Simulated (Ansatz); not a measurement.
Ba2PCl:
```cif
data_Ba2ClP
_chemical_formula_sum 'Ba2 P1 Cl1'
_space_group_name_H-M_alt 'P 1'
_space_group_IT_number 1
_cell_length_a 8.02140
_cell_length_b 8.02140
_cell_length_c 8.02140
_cell_angle_alpha 33.798
_cell_angle_beta 33.798
_cell_angle_gamma 33.798
loop_
_space_group_symop_operation_xyz
  'x, y, z'
loop_
_atom_site_label
_atom_site_type_symbol
_atom_site_fract_x
_atom_site_fract_y
_atom_site_fract_z
_atom_site_occupancy
Ba1 Ba 0.75880 0.75880 0.75880 1
Ba2 Ba 0.24120 0.24120 0.24120 1
P1 P 0.50000 0.50000 0.50000 1
Cl1 Cl 0.00000 0.00000 0.00000 1
```

Relaxed with r²SCAN. 

Problem. HSE06 on this cell (Ansatz, an electronic-structure program, PAW) gives a gap of 1.90 eV. What does r²SCAN give?

Solution. 1.45 eV.

Cost on shared cores: the r²SCAN run (SCF on a 7×7×7 mesh, then bands and DOS) roughly 80 core-seconds, the HSE06 run (SCF on 5×5×5, then a few points) roughly 2.9 core-minutes; the tasks are unlike.

Space group R-3m. The workflow started from a Materials Project entry (that database holds measured and hypothetical structures alike); the Crystallography Open Database files this formula in space group No. 166, but the cells were not matched. Its standing as an ambient phase is unchecked. The cell was relaxed with r²SCAN under the symmetry of its start; its stability against distortions is not shown here. Scalar-relativistic: spin–orbit coupling is off unless named, which matters more the heavier the elements.

Potentials: the later of the program's two PAW sets.

Ansatz is a plane-wave DFT program.
